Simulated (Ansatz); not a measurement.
The relaxation started from an entry of Materials Project.

A relaxed structure of Rb₃Na(RuO₄)₂. The numbers are results of r2SCAN (plane waves to 500 eV, PAW, scalar-relativistic; Ansatz, a quantum-chemistry and plane-wave program), not measurements.

```cif
data_NaO8Rb3Ru2
_chemical_formula_sum 'Rb3 Na1 Ru2 O8'
_space_group_name_H-M_alt 'P 1'
_space_group_IT_number 1
_cell_length_a 6.05383
_cell_length_b 6.05383
_cell_length_c 7.91297
_cell_angle_alpha 90.000
_cell_angle_beta 90.000
_cell_angle_gamma 120.000
loop_
_space_group_symop_operation_xyz
  'x, y, z'
loop_
_atom_site_label
_atom_site_type_symbol
_atom_site_fract_x
_atom_site_fract_y
_atom_site_fract_z
_atom_site_occupancy
Rb1 Rb 0.66667 0.33333 0.34694 1
Rb2 Rb 0.33333 0.66667 0.65306 1
Rb3 Rb 0.00000 0.00000 0.00000 1
Na1 Na 0.00000 0.00000 0.50000 1
Ru1 Ru 0.66667 0.33333 0.78208 1
Ru2 Ru 0.33333 0.66667 0.21792 1
O1 O 0.17711 0.35422 0.30653 1
O2 O 0.82289 0.64578 0.69347 1
O3 O 0.64578 0.82289 0.30653 1
O4 O 0.35422 0.17711 0.69347 1
O5 O 0.17711 0.82289 0.30653 1
O6 O 0.82289 0.17711 0.69347 1
O7 O 0.66667 0.33333 0.00249 1
O8 O 0.33333 0.66667 0.99751 1
```

### Question
Determine the symmetry and give the standard cell with its independent sites.

### Answer
Space group P-3m1 (No. 164); a = b = 6.054 Å, c = 7.913 Å, α = β = 90.00°, γ = 120.00°

```csv
atom,site,symmetry,x,y,z
Rb,2d,3m.,0.6667,0.3333,0.3469
Rb,1a,-3m.,0.0000,0.0000,0.0000
Na,1b,-3m.,0.0000,0.0000,0.5000
Ru,2d,3m.,0.3333,0.6667,0.2179
O,6i,.m.,0.1771,0.3542,0.3065
O,2d,3m.,0.6667,0.3333,0.0025
```

### Question
Give the shortest distances between elements (the closest pairs, up to four, under 3.6 Å).

### Answer
O–Ru 1.74 Å; Na–O 2.41 Å; O–Rb 2.73 Å; O–O 2.84 Å.

```yaml
volume_per_atom: 17.94 Å³
band_gap: 1.13 eV, direct at M; its edges lie in opposite spin channels (no spin-orbit coupling)
magnetic_moment: net 0.29 μB/atom, ferromagnetic
```

Spin state reached: ferromagnetic (net 0.29 μB/atom); other spin orders were not run from this start. The d or f electrons are treated with no Hubbard U.

The run could not lose the symmetry of its start.
